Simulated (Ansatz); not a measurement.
## YAl2N3: rattling a relaxed structure

The cell was found from a proposed guess, not taken from experiment.

These are results of DFT PBE, scalar-relativistic, plane waves, PAW (Ansatz), not measurements. Plane waves to 420 eV, a k mesh through Γ of 6×6×6 on the computed 12-atom cell and Gaussian smearing (0.02 eV); no spin polarisation.

The cell below (12 atoms, space group Cmc2_1 (No. 36)) is relaxed within its symmetry.

```cif
data_structure
_symmetry_space_group_name_H-M 'P 1'
_symmetry_Int_Tables_number 1
_cell_length_a 5.8554
_cell_length_b 5.8554
_cell_length_c 5.1546
_cell_angle_alpha 90.000
_cell_angle_beta 90.000
_cell_angle_gamma 59.155
_cell_volume 151.73
loop_
_atom_site_label
_atom_site_type_symbol
_atom_site_fract_x
_atom_site_fract_y
_atom_site_fract_z
_atom_site_occupancy
Y1 Y 0.30774 0.69226 0.47026 1
Y2 Y 0.69226 0.30774 0.97026 1
Al1 Al 0.65945 0.98997 0.49497 1
Al2 Al 0.01003 0.34055 0.49497 1
Al3 Al 0.98997 0.65945 0.99497 1
Al4 Al 0.34055 0.01003 0.99497 1
N1 N 0.66833 0.94550 0.86083 1
N2 N 0.05450 0.33167 0.86083 1
N3 N 0.70892 0.29108 0.43814 1
N4 N 0.94550 0.66833 0.36083 1
N5 N 0.33167 0.05450 0.36083 1
N6 N 0.29108 0.70892 0.93814 1
```

For the test it was strained at random (σ = 1.5 % a component), the atoms were moved at random (σ = 0.10 Å), and all was relaxed again on a coarse 4×4×4 mesh (in the run’s order of axes) with 0.10 eV smearing, with no symmetry imposed.

Question: Is the structure stable against such a distortion?

Answer: It returns, within 1 meV/atom of the unmoved cell on that mesh and with the same symmetry when read at 0.1 Å (P1 at 0.01 Å, so small strains and shifts remain). No instability shows in this cell; modes of other wave vectors, which need another repeat, aren't tested.
